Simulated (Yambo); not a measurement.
CaAlSiH (space group P3m1, No. 156), G0W0@PBEsol in Yambo with this input:

```
rim_cut
gw0
dyson
el_el_corr
HF_and_locXC
ppa
em1d
RandQpts= 1000000
RandGvec= 1 Ry
EXXRLvcs= 72 Ry
VXCRLvcs= 288 Ry
Chimod= "HARTREE"
% BndsRnXp
 2 | 123 |
%
NGsBlkXp= 8 Ry
% LongDrXp
 1.0 | 1.0 | 1.0 |
%
PPAPntXp= 27.2114 eV
% GbndRnge
 1 | 123 |
%
GTermKind= "BG"
DysSolver= "n"
ExtendOut
```

On a 3×3×4 mesh, with wavefunctions cut at 72 Ry, the gap (A → (0, 0.333, 0.25)) is 1.074 eV and the valence edge shifts by -0.559 eV.

Problem. What happens with this change: 3 Ry block?

Solution. The gap falls by 0.219 eV, to 0.855 eV; the shift of the valence edge becomes -0.219 eV. Neither run is shown to be the converged limit. The mesh misses a band edge: along a dense path the PBEsol gap is 0.14 eV against 0.42 eV on the mesh.

Geometry relaxed with PBEsol; primitive cell a = 4.1242 Å, b = 4.1242 Å, c = 4.5326 Å, α = 90.00°, β = 90.00°, γ = 120.00°.

The structure is a Materials Project entry; no match was found in the copy of COD used, and its stability was not checked.

A shift is the quasiparticle energy of the state minus its PBEsol energy.
